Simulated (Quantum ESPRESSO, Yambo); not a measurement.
# Quasiparticle gap of N

N has the cubic space group Pa-3 (No. 205), Pearson symbol cP8. Cell: a = b = c = 5.5605 Å, α = β = γ = 90.00°. N on 8c has 1 N at 1.106 Å. (Neighbours: up to the widest gap in distance over summed covalent radii, below 1.35, at either atom.)

The geometry is that of Materials Project entry mp-25, symmetrised and not relaxed again.

Starting point: PBEsol (pw.x of Quantum ESPRESSO, ONCV potentials, scalar-relativistic). G0W0 in Yambo: 2×2×2 Γ-centred k mesh, 304 bands and a 8 Ry block in the screening, 304 bands in G with the Bruneval-Gonze terminator, plasmon pole fitted at 27.2 eV.

- PBEsol gap along the band path: 7.21 eV
- PBEsol gap between the mesh's edge points (X → Γ): 7.21 eV
- G0W0 gap between the same points: 13.51 eV
- PBEsol smallest direct gap on the mesh (at Γ): 7.24 eV
- G0W0 direct gap at that point: 13.54 eV

```
k point  band  E PBEsol (eV)  E QP (eV)  shift (eV)     Z
-------  ----  -------------  ---------  ----------  ----
Γ          VB          -0.03      -3.09       -3.06  0.84
Γ          CB           7.21      10.46        3.24  0.87
X          VB           0.00      -3.05       -3.05  0.84
X          CB           7.48      10.88        3.40  0.87
M          VB          -0.17      -3.26       -3.08  0.84
M          CB           7.86      11.46        3.61  0.86
R          VB          -0.25      -3.37       -3.12  0.84
R          CB           7.85      11.47        3.62  0.86
```

Energies count from the PBEsol valence-band maximum.

Nearest settings tried, and what they do to the gap: 105 bands in W, 105 bands in G: +74 meV; 133 bands in W: +32 meV; 7 Ry block (389 vectors against 485): -15 meV. Not varied: mesh. So the settings aren't converged at that level. The k mesh is coarse.
